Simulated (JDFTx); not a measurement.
System: phosphoric acid, H3PO4 (SMILES O=P(O)(O)O), charge 0, multiplicity 1; geometry: a GFN2-xTB minimum in vacuum (one conformer, no imaginary frequency past 20 cm⁻¹; largest PBE force component 1.3 eV/Å). Coordinates in Å:
```xyz
8

O     -0.998    -0.091    -1.074
P      0.420     0.117    -0.391
O      0.418     0.116     1.074
O      1.311    -1.006    -1.072
O      0.948     1.451    -1.070
H     -1.668     0.349    -0.554
H      1.264    -1.807    -0.555
H      1.668     1.807    -0.554
```

All numbers are PBE, GBRV ultrasoft potentials, plane waves to 20/100 Ha results from a modified build of JDFTx, not measurements. Liquid: CANDLE, water, 1 M NaF. The liquid run sits in a periodic box with 5 Å from the outermost atoms to the faces; the vacuum run is isolated. The box matters at about 0.01 eV. The solvation energy is E(in liquid) − E(vacuum) at fixed geometry, with no thermal, conformational or standard-state terms added.

The values are those of the intact species: the continuum can't coordinate to it or react with it. This is the neutral, undissociated acid.

| Quantity | Value |
|---|---|
| solvation energy | -68 kJ/mol |
| part: cavitation term of the fluid | 43 kJ/mol |
| part: dispersion term of the fluid | -37 kJ/mol |
| part: electrostatic term of the fluid | -93 kJ/mol |
| part: distortion of the solute's electrons | 18.9 kJ/mol |
| dipole moment in vacuum | 0.55 D |
| dipole moment in the liquid | 0.80 D |
| highest occupied level in vacuum (zero: vacuum level) | -7.23 eV |
| highest occupied level in the liquid (zero: bulk electrolyte) | -7.55 eV |
| volume of the model's cavity | 216.4 Å³ |
| rough cost, vacuum and liquid run | 10 min and 9 min of core time |
